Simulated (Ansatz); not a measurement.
The elements of this relaxed trial crystal are hidden behind letters.

```
lattice vectors (Å)
   4.3350    0.0000    0.0000
  -2.1675    3.7542    0.0000
   0.0000    0.0000    8.4472
fractional positions
X 0.3333 0.6667 0.8014
X 0.6667 0.3333 0.1986
Z 0.0000 0.0000 0.5000
```

These are results of Ansatz 0.2.0, DFT PBE, scalar-relativistic, plane waves, PAW, not measurements. Settings of the last relaxation (3-atom cell): 420 eV, 12×12×8 k points, Gaussian smearing of 0.10 eV, no spin polarisation.

```
Space group                                : P-3m1 (No. 164)
Conventional cell                          : a = 4.335 Å, c = 8.447 Å
Volume per atom                            : 45.82 Å³
Density                                    : 3.65 g/cm³
Formation energy                           : −0.78 eV/atom
Gap on the 12×12×8 mesh of the 3-atom cell : 0 eV (a metal)
```

Energies are uncorrected and count from the elements' standard states at the same level.

Question: X is an s-block element of period 5 and Z is a p-block element of period 5. Which elements are they?

Answer: X = Sr, Z = I, so the formula is Sr2I, here in the anti-cadmium iodide type. Density times volume gives a mean mass of 3.65 × 45.82/1.6605 = 100.7 u per atom, and this set has 100.7 u. Sr is surrounded by 3 I at 3.57 Å and 9 Sr at 4.19–4.33 Å; I has 6 Sr at 3.57 Å and 6 I at 4.33 Å. Other sets within the hints have nearly the same mass, so mass alone doesn't settle it; this one was computed.

These runs have no spin–orbit coupling, which can matter for I. An odd number of electrons in the primitive cell allows no gap without spin; a larger cell or a magnetic state could open one. The cell is a metal run without spin; a magnetic state may lie lower. A later test with randomly moved atoms came back to the same energy, though modes that don't fit the test's cell weren't probed.
